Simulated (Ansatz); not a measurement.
# Compressing YTe: a fit and a missing row

YTe, Fm-3m, a = 6.080 Å. The structure is a COD entry; whether it is the stable form wasn't checked. Ansatz: PBEsol, PAW, 420 eV, Γ-centred 12×12×12 mesh on 2 atoms, Gaussian smearing 0.10 eV; no spin polarisation. Symmetry fixes shape and atoms, so the cell is only scaled; pressure is positive in compression.

```tsv
V (Å³/atom)	P (GPa)
24.723	?
25.566	7.94
26.409	4.85
27.252	2.22
28.094	-0.02
28.937	-1.93
29.780	-3.55
30.904	-5.34
```

Task: Take V0 = 28.094 Å³/atom, count pressures from its P0 = -0.02 GPa, fit the third-order Birch–Murnaghan form to the other rows, and predict the missing pressure.

Result: With the Eulerian strain f = ½[(V0/V)^(2/3) − 1] and y = (P − P0)/[3f(1 + 2f)^(5/2)], the form is the line y = B0 + 1.5 B0 (B0′ − 4) f. Rows (f, y): 0.03244, 69.9; 0.02105, 69.6; 0.01025, 69.2; -0.00976, 68.5; -0.01905, 68.1; -0.03079, 67.5. Means f = 0.0006900, y = 68.800; Σ(Δf)² = 0.003004, ΣΔfΔy = 0.1129; the slope is their ratio. y = 68.77 + 37.59 f GPa, so B0 = 68.8 GPa and B0′ = 4 + 2 × (37.59)/(3 × 68.77) = 4.36. At V = 24.723, f = 0.04448, y = 70.44 and P = 11.61 GPa. The run gave 11.57 GPa, so the fit is 0.04 GPa too high, a small miss on the scale of the series.

Cost: 8 runs of about 0.65 core-minutes in all, on Arm Neoverse V1 (shared hosts).